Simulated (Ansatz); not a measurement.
**Question.** Ru (hcp (Mg type), P6_3/mmc) is relaxed with r²SCAN+D4 in the plane-wave PAW code Ansatz. What lattice parameters of the conventional cell result?

**Answer.** a = 2.700 Å, c = 4.259 Å.

The cell was relaxed with r²SCAN+D4 under the symmetry of its start. No spin polarisation was allowed. The pairwise dispersion correction was not fitted to metals. Axis ratios of metals converge slowly with the k-mesh, so a and c are less sure than the volume.

Potentials: the earlier of the program's two PAW sets.
